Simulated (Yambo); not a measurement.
RbCaH$_{3}$ (cubic perovskite, space group Pm-3m, No. 221): a test of whether the lowest BSE state is resolved, against the k mesh (Yambo, LDA bands; otherwise 3 valence and 9 conduction bands, static screening with 45 bands and a 3 Ry block, scissor 2.72 eV, Tamm-Dancoff).

```csv
k mesh,direct gap (eV),lowest state (eV),difference (eV),k points taking part,rough cost
4×4×4,5.64,4.91,0.73,4.5,about 1/30
6×6×6,5.64,5.03,0.60,13,about 1/4
8×8×8,5.64,5.06,0.58,47,1
```

The last step moves the difference by 0.02 eV. On the densest mesh the state covers enough k points to be a bound exciton; its binding is converged only as far as that last step shows.

These are vertical excitations (zero momentum). The scissor comes from a G0W0 run whose convergence isn't established; costs are rough.

The cell is held in this high symmetry; tilts and polar distortions were not searched.

Geometry of the Materials Project entry, not relaxed at this level; primitive cell a = 4.5210 Å, b = 4.5210 Å, c = 4.5210 Å, α = 90.00°, β = 90.00°, γ = 90.00°.
